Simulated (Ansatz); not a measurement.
# Property card for SiGe

SiGe:
```cif
data_Ge16Si16
_chemical_formula_sum 'Si16 Ge16'
_space_group_name_H-M_alt 'Cm'
_space_group_IT_number 8
_space_group_name_Hall 'C -2y'
_cell_length_a 13.71951
_cell_length_b 7.92275
_cell_length_c 7.92261
_cell_angle_alpha 90.000
_cell_angle_beta 125.247
_cell_angle_gamma 90.000
loop_
_space_group_symop_operation_xyz
  'x, y, z'
  'x, -y, z'
  'x+1/2, y+1/2, z'
  'x+1/2, -y+1/2, z'
loop_
_atom_site_label
_atom_site_type_symbol
_atom_site_symmetry_multiplicity
_atom_site_Wyckoff_symbol
_atom_site_fract_x
_atom_site_fract_y
_atom_site_fract_z
_atom_site_occupancy
Si1 Si 2 a 0.49839 0.50000 0.99542 1
Ge1 Ge 4 b 0.12500 0.24658 0.12841 1
Ge2 Ge 2 a 0.49834 0.00000 0.00144 1
Ge3 Ge 4 b 0.24998 0.24684 0.99657 1
Ge4 Ge 2 a 0.37835 0.50000 0.12836 1
Si2 Si 2 a 0.37498 0.00000 0.12506 1
Si3 Si 4 b 0.24995 0.25291 0.50323 1
Si4 Si 2 a 0.37498 0.50000 0.62518 1
Ge5 Ge 2 a 0.37161 0.00000 0.62159 1
Si5 Si 2 a 0.00172 0.00000 0.50457 1
Si6 Si 4 b 0.12503 0.24675 0.62176 1
Ge6 Ge 2 a 0.00169 0.50000 0.49846 1
```
(The calculation used a cell of 16 atoms; values per cell refer to that cell.)

Space group Cm (No. 8); conventional cell a = 13.720 Å, b = 7.923 Å, c = 7.923 Å, α = 90.00°, β = 125.25°, γ = 90.00°.

Method: PBE (plane waves, PAW; program Ansatz). The cell and atoms are relaxed at this level. Other levels are named where they apply.

**Cell and energy**

```json
{
  "volume_per_atom": "21.98 Å³",
  "density": "3.80 g/cm³",
  "Formation energy from the elements (no fitted shifts)": "0.020 eV/atom"
}
```

**Electronic structure**

```json
{
  "band_gap": "0.39 eV (direct)",
  "valence_band_maximum": "at Γ",
  "conduction_band_minimum": "at Γ",
  "electron_effective_mass": "0.11, 0.15, 0.27 mₑ (principal values)",
  "Weight of the conduction-edge state by species (Voronoi cells)": "Ge 51 %, Si 49 %",
  "hole_effective_mass": "0.059, 0.35, 0.40 mₑ (principal values)",
  "Weight of the valence-edge state by species (Voronoi cells)": "Ge 60 %, Si 40 %"
}
```

The start of the workflow was typed in or built on a structure type; neither database checked (COD, Materials Project) lists it. Whether it is the stable phase at ambient conditions was not checked. The PBE relaxation kept the symmetry of its start; its stability against distortions is not shown here. The references are the lowest solids computed at this level, not always the standard phases. Spin–orbit coupling is left out wherever it is not named.

Potentials: the earlier of the program's two PAW sets.
